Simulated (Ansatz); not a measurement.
Si₅Ge, ordered on the diamond lattice (P3m1) with 6 atoms a cell: a field-response calculation (clamped ions) in Ansatz (r2SCAN). The cell was relaxed beforehand with r2SCAN.

```yaml
crystal:
  lattice:
    - [3.8731228747, 0.0, 0.0]
    - [-1.9365614373, 3.3542228015, 0.0]
    - [0.0, 0.0, 9.4848246374]
  atoms:
    - { symbol: Si, position: [0.0, 0.0, -0.0032504489] }
    - { symbol: Si, position: [0.6666666667, 0.3333333333, 0.6665279476] }
    - { symbol: Si, position: [0.3333333333, 0.6666666667, 0.3366787532] }
    - { symbol: Si, position: [0.6666666667, 0.3333333333, 0.915302942] }
    - { symbol: Si, position: [0.3333333333, 0.6666666667, 0.5846298178] }
    - { symbol: Ge, position: [0.0, 0.0, 0.2501109882] }
kpoints:
  mp_grid: { grid: [6, 6, 2] }
hamiltonian:
  xc: r2scan
scf:
  occupations: { method: fixed }
dielectric: {}
```

Command: `ansatz run input.yaml --threads 4 --pin off --max-ram 6451MiB --backend cpu --events-out ev --progress --plain --runs-dir out`. It ended after 4.4 min on 4 threads of Arm Neoverse N1, with other jobs on the host, load about 0.5 per core; peak host memory 3.2 GiB.

The job was stopped at its time limit. The log, abridged, up to there:
```
Functional definition: r2SCAN
Crystal: 6 atoms, lattice volume = 123.220 Å³
Basis set: ecut = 500 eV, 3125 PW (Γ)
Bands: 23, of which v1, the nominal top of the filled ones, is band 17 counted from 1 (16 counted from 0)
Symmetry: 6 space group operations
k-points: 26 of 72 (irreducible under 2 space group operations, time reversal used)
preconditioner: auto → Resta (q_TF=auto, 2.201 Å⁻¹)  ε∞=4.7  [ℏωp=16.4 eV]
SCF iter   1: HF=-7498.130164 eV  Δρ=4.19e-3  dr2=2.48e-2
SCF iter   2: HF=-7498.169287 eV  Δρ=2.14e-3  dr2=5.07e-3
SCF iter   3: HF=-7498.168469 eV  Δρ=1.19e-3  dr2=1.37e-3
SCF iter   4: HF=-7498.168199 eV  Δρ=1.19e-4  dr2=1.28e-5
SCF iter   5: HF=-7498.168203 eV  Δρ=2.80e-5  dr2=1.22e-6
SCF iter   6: HF=-7498.168198 eV  Δρ=7.47e-6  dr2=6.99e-8
SCF iter   7: HF=-7498.168198 eV  Δρ=1.34e-6  dr2=3.04e-9
SCF iter   8: HF=-7498.168198 eV  Δρ=4.27e-7  dr2=2.15e-10
SCF iter   9: HF=-7498.168198 eV  Δρ=9.33e-8  dr2=1.84e-11
SCF 1 converged in 9 iterations: F = -7498.168198 eV  dr2 = 1.84e-11
DFPT response loops at Γ: preconditioner auto → Resta (q_TF=auto, 2.201 Å⁻¹)  ε∞=8.4 (no band partly filled) […]
── the response to a field inside a basis, on 14×14×6 k-points: an SCF that follows is theirs, and a resumed run solves both again ──
SCF iter   1: HF=-7498.172164 eV  Δρ=3.47e-4  dr2=1.26e-4
SCF iter   2: HF=-7498.172183 eV  Δρ=2.17e-4  dr2=5.17e-5
SCF iter   3: HF=-7498.172193 eV  Δρ=2.46e-5  dr2=7.62e-7
SCF iter   4: HF=-7498.172193 eV  Δρ=1.19e-5  dr2=1.92e-7
SCF iter   5: HF=-7498.172193 eV  Δρ=3.11e-6  dr2=1.39e-8
SCF 1 converged in 5 iterations: F = -7498.172193 eV  dr2 = 1.39e-8
DFPT response loops at Γ: preconditioner auto → Resta (q_TF=auto, 2.201 Å⁻¹)  ε∞=8.8 (no band partly filled) […]
```

Question: How far had it got?

Answer: The ground state had converged, and the run stood in the linear-response loops, which solve one problem for each independent perturbation on the whole mesh.
```
Error: SIGTERM received: cancelled by the caller after 577 completed visits to k-points in the stopped stage of the field's basis
```

No spin polarisation. The prototype was imposed, so other structures may be more stable.
